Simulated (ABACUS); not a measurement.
A self-consistent single point of Ni3Sn4 (C2/m, 7 atoms in the cell; from Materials Project mp-20174, changed as shown).

```xyz
7
Lattice="5.9830 -1.9867 0.0000 5.9830 1.9867 0.0000 -1.3205 0.0000 4.9178" Properties=species:S:1:pos:R:3 pbc="T T T"
Ni     0.0000     0.0000     0.0000
Ni     8.5070     0.0000     3.2633
Ni     2.1384     0.0000     1.6545
Sn     6.4382     0.0000     1.5421
Sn     4.2072     0.0000     3.3757
Sn     9.6588     0.0000     0.9218
Sn     0.9866     0.0000     3.9960
```

Level of theory: LDA (PW92), numerical atomic orbitals SZP (confined pseudo-atomic orbitals with Gaussian additions; energy shift 0.003 Ry), PseudoDojo 0.4 standard norm-conserving LDA (tails mended) pseudopotentials (ABACUS).

ABACUS settings:

| key | value |
|---|---|
| basis | SZP numerical atomic orbitals, energy shift 0.003 Ry |
| KPT | Gamma 4 4 4 0 0 0 |
| basis_type | lcao |
| dft_functional | PWLDA |
| ecutwfc | 100 Ry |
| smearing_method | fd |
| smearing_sigma | 0.00734986 Ry |
| potentials | PseudoDojo 0.4 standard norm-conserving LDA (tails mended) |
| symmetry | 1 |
| symmetry_prec | 1e-05 |
| ks_solver | genelpa |
| scf_nmax | 100 |
| scf_thr | 1.0e-07 |
| mixing_type | broyden |

Results:

| Quantity | Result |
|---|---|
| Number of valence electrons | 110 |
| Number of bands | 67 |
| Number of k-points after the program's reduction | 24 |
| Size of the basis | 144 |
| Number of SCF iterations | 13 |
| Free energy E − TS | -22239.6462 eV |
| Fermi level (on the code's own zero) | 15.97 eV |
| Pressure | 3.42 GPa |
| Largest force (vector length) | 0.241 eV/Å |

Forces (eV/Å):
```json
[
 {"atom": "Ni1", "Fx": "0.000", "Fy": "0.000", "Fz": "0.000"},
 {"atom": "Ni2", "Fx": "0.026", "Fy": "0.000", "Fz": "0.069"},
 {"atom": "Ni3", "Fx": "-0.026", "Fy": "0.000", "Fz": "-0.069"},
 {"atom": "Sn4", "Fx": "-0.097", "Fy": "0.000", "Fz": "-0.051"},
 {"atom": "Sn5", "Fx": "0.097", "Fy": "0.000", "Fz": "0.051"},
 {"atom": "Sn6", "Fx": "0.236", "Fy": "0.000", "Fz": "0.050"},
 {"atom": "Sn7", "Fx": "-0.236", "Fy": "0.000", "Fz": "-0.050"}
]
```

Stress (GPa, positive for compression):
```
 2.49   0.00  -0.39
 0.00   3.69   0.00
-0.39   0.00   4.10
```

For comparison: a first run was changed to give this one (lattice scaled by 0.98), and from it to this one the free energy drops by 3.9 meV/atom, the pressure goes from -4.16 to 3.42 GPa and the largest force goes from 0.153 to 0.241 eV/Å.

The atom-centred basis is finite, which shifts total energies, pressures and forces against plane waves. The run has no spin polarisation, so moments on Ni cannot form. A single-zeta basis is rough, for pressures and forces above all. The structure comes from a collection of computed structures, made at another level of theory; the collection holds predicted forms beside known ones. No clean gap shows at this smearing width and mesh (spacing up to 0.42 Å⁻¹); the mesh is coarse for partly filled bands, so the values carry mesh errors.

Cost on one core: about 2.9 core-minutes (a rough figure).

The atomic orbitals were generated for these runs; they are not ABACUS's published sets and were checked against plane waves on a few crystals only.

“Tails mended”: in these copies of the files the far tail of each local potential was reset to the Coulomb form.
